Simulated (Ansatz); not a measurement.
LaIn₃ (Cu3Au type, Pm-3m), the program Ansatz at the PBE level (PAW), all energies at zero smearing, with the estimated change up to a 700 eV cutoff added, with one set of potentials and settings (totals compare only within such a set). Cell of 4 atoms (1 La, 3 In): -23045.594 eV.

```tsv
element	reference phase	E (eV/atom)
La	P6_3/mmc, 4 atoms in the cell	-6250.0953
In	I4/mmm, 1 atoms in the cell	-5597.8481
```

Formation energy per atom, worked out: (-23045.594 − 1×(-6250.0953) − 3×(-5597.8481))/4 = -0.489 eV/atom (-47 kJ per mol of atoms), at 0 K, without zero-point energy or fitted corrections.

The first step of the workflow began from a Materials Project structure, measured or hypothetical; the Crystallography Open Database copy checked does not list it. With La and In taken as one species the cell has the higher symmetry Fm-3m, so it may be an ordered model of a mixed-site phase. Its standing as an ambient phase is unchecked. The PBE relaxation kept the symmetry of its start; of distortions, only those at the zone centre were tested. The references are the lowest solids computed at this level, not always the standard phases. Spin–orbit coupling is left out wherever it is not named.

Potentials: the later of the program's two PAW sets.
